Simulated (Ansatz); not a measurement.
BaGaSnH:
Space group P3m1 (No. 156); a = b = 4.532 Å, c = 5.207 Å, α = β = 90.00°, γ = 120.00°

```json
[
 {"atom": "Ba", "site": "1b", "symmetry": "3m.", "x": "0.3333", "y": "0.6667", "z": "0.9998"},
 {"atom": "Ga", "site": "1a", "symmetry": "3m.", "x": "0.0000", "y": "0.0000", "z": "0.4165"},
 {"atom": "Sn", "site": "1c", "symmetry": "3m.", "x": "0.6667", "y": "0.3333", "z": "0.5430"},
 {"atom": "H", "site": "1a", "symmetry": "3m.", "x": "0.0000", "y": "0.0000", "z": "0.0844"}
]
```

Relaxed with PBEsol. PBEsol in the plane-wave PAW code Ansatz gives a gap of 0.32 eV.

### Question
What gap does HSE06 give on the same cell (Ansatz, PAW)?

### Answer
0.99 eV, 0.67 eV more. The hybrid was solved on a coarser mesh and at special points; its gap is the smallest among all of these.

Cost on shared cores: the PBEsol run (SCF on a 7×7×6 mesh, then bands and DOS) about 70 core-seconds (a rough figure), the HSE06 run (SCF on 5×5×4, then a few points) around 2.7 core-minutes (rough); the tasks are unlike.

The first step of the workflow began from a Materials Project structure, measured or hypothetical; the Crystallography Open Database files this formula in space group No. 156, but the cells were not matched. Its standing as an ambient phase is unchecked. Symmetry was held in the PBEsol relaxation; whether a distortion lowers the energy is not shown. Scalar-relativistic: spin–orbit coupling is off unless named, which matters more the heavier the elements.

Potentials: the later of the program's two PAW sets.
